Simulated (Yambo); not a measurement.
BSE-type run in Yambo on BeS (zinc blende, space group F-43m, No. 216), at zero momentum.

Quantum ESPRESSO step (PBE, PseudoDojo standard norm-conserving files, scalar-relativistic):
```
&CONTROL
  calculation = 'nscf'
  pseudo_dir = './pseudo'
  outdir = './out'
/
&SYSTEM
  ibrav = 0
  nat = 2
  ntyp = 2
  ecutwfc = 88.0
  ecutrho = 352.0
  occupations = 'fixed'
  force_symmorphic = .true.
  nbnd = 19
/
&ELECTRONS
  conv_thr = 2e-09
  diago_full_acc = .true.
  diago_thr_init = 1e-08
/
ATOMIC_SPECIES
Be 9.0122 Be.upf
S 32.0600 S.upf
CELL_PARAMETERS angstrom
  0.000000000000   2.435150000000   2.435150000000
  2.435150000000   0.000000000000   2.435150000000
  2.435150000000   2.435150000000   0.000000000000
ATOMIC_POSITIONS crystal
Be   0.000000000000   0.000000000000   0.000000000000
S   0.250000000000   0.250000000000   0.250000000000
K_POINTS automatic
10 10 10 0 0 0
```

Yambo input:
```
rim_cut
optics
bse
bss
dipoles
em1s
RandQpts= 1000000
RandGvec= 1 Ry
FFTGvecs= 40 Ry
Chimod= "HARTREE"
BSKmod= "SEX"
BSEmod= "resonant"
BSSmod= "hs"
BSENGexx= 15 Ry
BSENGBlk= 4 Ry
% BSEQptR
 1 | 1 |
%
% BSEBands
 3 | 9 |
%
% BEnRange
 0.0 | 12.2 | eV
%
% BDmRange
 0.15 | 0.15 | eV
%
BEnSteps= 244
% BLongDir
 1.0 | 0.0 | 0.0 |
%
BSHayTrs= -0.02
BSSNEig= 24
WRbsWF
% BndsRnXs
 2 | 15 |
%
NGsBlkXs= 4 Ry
% LongDrXs
 1.0 | 1.0 | 1.0 |
%
```

From the report:

The dimension is k points × valence × conduction bands = 1000 × 3 × 4 = 12000.
```
  [SLEPC] Approach                          : Krylov-Schur
  [SLEPC] Number of requested eigenvalues   :  24
  [SLEPC] Number of eigenvalues        [NEV]:  24
   [K] Dimension                                    :  12000
   [K] Bands                                        :   3   9
   [K] Exchange res                                 : yes
   [K] Correlation res                              : yes
   [K] W interaction is bare                        : no
   [K] RL vectors exchange                          :  229
   [K] RL vectors correlation                       :   51
   [W] Matrix size                                  :   51
   [W] Bands                                        :   2  15
   [W] Coulomb Cutoff                               : none
   [W] Hxc Kernel                                   : HARTREE
```

Geometry of the Materials Project entry, not relaxed at this level.
